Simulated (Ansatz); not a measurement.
NaLiZnS2:
```yaml
crystal:
  lattice:
    - [3.94364, 0.00000, 0.00000]
    - [-1.97182, 3.41529, 0.00000]
    - [0.00000, 0.00000, 6.75093]
  atoms:
    - { symbol: Na, position: [0.00000, 0.00000, 0.02455] }
    - { symbol: Li, position: [0.33333, 0.66667, 0.35602] }
    - { symbol: Zn, position: [0.66667, 0.33333, 0.61298] }
    - { symbol: S, position: [0.33333, 0.66667, 0.73501] }
    - { symbol: S, position: [0.66667, 0.33333, 0.27143] }
```

Relaxed with r²SCAN. Special points in fractions of this cell's reciprocal vectors: Γ (0.000, 0.000, 0.000); M (0.500, 0.000, 0.000); K (0.333, 0.333, 0.000); A (0.000, 0.000, 0.500); L (0.500, 0.000, 0.500); H (0.333, 0.333, 0.500).

Task: List the band energies nearest the valence-band maximum at these points for plane-wave PAW r²SCAN (Ansatz code).

Result: In eV from the valence-band maximum; about four levels below and three above (degenerate sets whole), none deeper than 8.9 eV; points with the same levels are listed once.

```csv
k,below,above
Γ,-0.90 -0.90 -0.27 0.00 0.00,2.47 5.54 6.79 6.79
M,-2.19 -2.01 -1.33 -0.57,3.81 5.22 6.80
K,-1.90 -1.77 -1.64 -1.51,5.10 5.90 7.48
A,-0.84 -0.84 -0.08 -0.08,3.19 6.36 6.70 6.70
L,-1.95 -1.71 -1.04 -0.67,3.81 4.45 5.93
H,-2.29 -1.88 -1.23 -0.94,4.91 5.85 6.11
```

Space group P3m1. The workflow started from a Materials Project entry (that database holds measured and hypothetical structures alike); the Crystallography Open Database copy checked does not list it. Whether it is the stable phase at ambient conditions was not checked. The r²SCAN relaxation kept the symmetry of its start; whether a distortion lowers the energy is not shown.

Potentials: the later of the program's two PAW sets.
